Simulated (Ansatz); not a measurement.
ZrGe2:
```yaml
crystal:
  lattice:
    - [4.38379, 0.00000, 0.00000]
    - [-2.19189, 3.79647, 0.00000]
    - [0.00000, 0.00000, 3.48762]
  atoms:
    - { symbol: Zr, position: [0.00000, 0.00000, 0.00000] }
    - { symbol: Ge, position: [0.33333, 0.66667, 0.50000] }
    - { symbol: Ge, position: [0.66667, 0.33333, 0.50000] }
```

Relaxed with PBE. Special points in fractions of this cell's reciprocal vectors: Γ (0.000, 0.000, 0.000); M (0.500, 0.000, 0.000); K (0.333, 0.333, 0.000); A (0.000, 0.000, 0.500); L (0.500, 0.000, 0.500); H (0.333, 0.333, 0.500).

Problem. List the band energies nearest the Fermi level at these points for the program Ansatz at the PBE with spin–orbit coupling level (PAW).

Solution. In eV from the Fermi level; about four levels below and three above (degenerate sets whole), none deeper than 8.9 eV; points with the same levels are listed once.

```csv
k,below,above
Γ,-1.70 -1.70 -0.17 -0.17,0.74 0.74 0.90 0.90
M,-3.44 -3.44 -1.02 -1.02,0.36 0.36 0.40 0.40
K,-0.18 -0.18 -0.12 -0.12,4.45 4.45 4.59 4.59
A,-0.41 -0.41 -0.34 -0.34,1.19 1.19 3.42 3.42
L,-3.79 -3.79 -0.61 -0.61,1.21 1.21 1.44 1.44
H,-3.61 -3.61 -3.58 -3.58,0.45 0.45 0.57 0.57 0.57 0.57
```

Space group P6/mmm. The cell is a constructed one: a structure type filled with these elements; neither database checked (COD, Materials Project) lists it. COD files the formula under space group No. 63. Whether it is the stable phase at ambient conditions was not checked. Symmetry was held in the PBE relaxation; its stability against distortions is not shown here. The run is not spin-polarised.

Potentials: the earlier of the program's two PAW sets.
